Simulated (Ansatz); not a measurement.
# Mn₂Ga₅: do energies and stresses tell the same story?

All numbers below come from DFT PBEsol, scalar-relativistic, plane waves, PAW in Ansatz 0.2.0.

Plane waves to 420 eV, a k mesh through Γ of 4×4×14 on the computed 14-atom cell and Gaussian smearing (0.10 eV); collinear spin from starting moments 2.33 2.33 2.33 2.33 0 0 0 0 0 0 0 0 0 0 μB.

Relaxed cell: P4/mbm, a = 8.655 Å, b = 8.655 Å, c = 2.647 Å, α = 90.00°, β = 90.00°, γ = 90.00°, 14 atoms in the primitive cell.

Energies at zero smearing and pressures from the stress tensor, at volumes with shape and atoms relaxed:
| V (Å³/atom) | E − E(first) (meV/atom) | P (GPa) |
| --- | --- | --- |
| 12.464 | 0.00 | 20.23 |
| 12.889 | -45.00 | 13.76 |
| 13.314 | -73.95 | 8.23 |
| 13.738 | -89.55 | 3.76 |
| 14.163 | -94.56 | 0.00 |
| 14.588 | -90.16 | -3.27 |
| 15.013 | -77.82 | -5.90 |
| 15.580 | -52.00 | -8.61 |

Problem. Check P = −dE/dV between neighbouring volumes, and get the bulk modulus from the pressures alone.

Solution. With 1 eV/Å³ = 160.2 GPa:
```tsv
middle V (Å³/atom)	−ΔE/ΔV (GPa)	mean P (GPa)
12.676	16.966	16.996
13.101	10.919	10.997
13.526	5.883	5.997
13.951	1.889	1.881
14.376	-1.660	-1.633
14.801	-4.655	-4.584
15.296	-7.302	-7.255
```

The two differ by 0.11 GPa at most. The mean of two end pressures misses the average over a step by about ΔV² P″/12, up to 0.12 GPa here; with that taken off 0.09 GPa remains, from the smearing term (the stress is the derivative of the free energy), the finite cutoff, the mesh or the relaxation's tolerance. The largest site moment goes from 1.67 to 2.41 μB along the series, which bends P(V). Around V = 14.163 Å³/atom, the two neighbours give B = −V ΔP/ΔV = 14.163 × 7.03 / 0.850 = 117.1 GPa, against B0 = 115.6 GPa from the Birch–Murnaghan fit of the energies.

Only parallel moments were tried here.

Only this magnetic start was tried.

Cost: 9 runs of about 60 core-minutes in all, on AMD EPYC 9R45 (Zen 5) (shared hosts).